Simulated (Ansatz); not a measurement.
LiPt$_{2}$:
```cif
data_Li2Pt4
_chemical_formula_sum 'Li2 Pt4'
_space_group_name_H-M_alt 'P 1'
_space_group_IT_number 1
_cell_length_a 5.21816
_cell_length_b 5.21816
_cell_length_c 5.21816
_cell_angle_alpha 60.000
_cell_angle_beta 60.000
_cell_angle_gamma 60.000
loop_
_space_group_symop_operation_xyz
  'x, y, z'
loop_
_atom_site_label
_atom_site_type_symbol
_atom_site_fract_x
_atom_site_fract_y
_atom_site_fract_z
_atom_site_occupancy
Li1 Li 0.50000 0.50000 0.50000 1
Li2 Li 0.75000 0.75000 0.75000 1
Pt1 Pt 0.12500 0.12500 0.12500 1
Pt2 Pt 0.62500 0.12500 0.12500 1
Pt3 Pt 0.12500 0.12500 0.62500 1
Pt4 Pt 0.12500 0.62500 0.12500 1
```

Relaxed with r²SCAN.

### Question
Tabulate the valence density and the electron localisation function along the shortest Pt–Pt contact (2.61 Å), plane-wave PAW r²SCAN (Ansatz code).

### Answer


```
distance from Pt (Å)  density (e/Å³)   ELF
--------------------  --------------  ----
0.26                           10.55  0.69
0.39                            8.73  0.68
0.52                            6.44  0.64
0.65                            4.14  0.56
0.78                            2.32  0.44
0.91                            1.21  0.34
1.04                            0.74  0.28
1.17                            0.56  0.29
1.30                            0.50  0.32
1.44                            0.56  0.29
1.57                            0.74  0.28
1.70                            1.21  0.34
1.83                            2.32  0.44
1.96                            4.14  0.56
2.09                            6.44  0.64
2.22                            8.73  0.68
2.35                           10.55  0.69
```

The density is the valence pseudo-density with augmentation charge, so density and ELF within about 1 Å of a nucleus are not all-electron values.

Space group Fd-3m (cubic Laves (MgCu2 type)). The workflow started from an entry of the Crystallography Open Database (COD). Whether it is the stable phase at ambient conditions was not checked. Symmetry was held in the r²SCAN relaxation; its stability against distortions is not shown here. The run is not spin-polarised. Scalar-relativistic: spin–orbit coupling is off unless named, which matters more the heavier the elements.

Potentials: the later of the program's two PAW sets.
